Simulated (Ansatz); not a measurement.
# Cd: how the axes shrink under pressure

Cd, P6_3/mmc, a = 2.962 Å, c = 5.797 Å. Ansatz: r2SCAN, PAW, 500 eV, Γ-centred 18×18×8 mesh on 2 atoms, Gaussian smearing 0.10 eV; no spin polarisation. Cell and atoms are relaxed at each pressure, and no other structure is tried, so the rows at high pressure may lie past a change of phase. y = 100 ln(c/c0) with c0 = 5.7970 Å, so nearly a change in per cent. The pressures are the targets, met within 0.02 GPa.

```tsv
P (GPa)	y	100 ln(a/a0)
-2.0	3.38	0.82
0.0	0.00	0.00
2.0	-2.40	-0.68
5.0	-7.51	-0.76
10.0	?	?
20.0	-18.26	-2.40
40.0	-22.47	-5.38
```

Task: Fit y = c1 P + c2 P² to the other rows, give the linear compressibility along c, and predict the missing y.

Result: Least squares on the rows shown. y = −1.3353 P + 0.019433 P². The linear compressibility along c is −c1/100 = 13.35 per TPa, against 1.31 along a from the same fit to the last column (its missing entry is -2.04): the crystal is softer along c at low pressure. The runs next to zero pressure give 14.56 and 3.78, so a parabola over the whole range misstates the start. With a term in P³ added, the coefficient of P becomes -1.634, 22 % more, which shows how far this figure hangs on the form. At P = 10.0 the fit asked for gives -11.41. The run gave -10.42, so the fit is 0.99 too low, within twice the rms miss on the fitted rows (0.73). The parabola turns at P = 34.4, between the two outer rows, which can neither show nor exclude a turn there.

The mesh isn't the same in all rows (18×18×8, 18×18×10).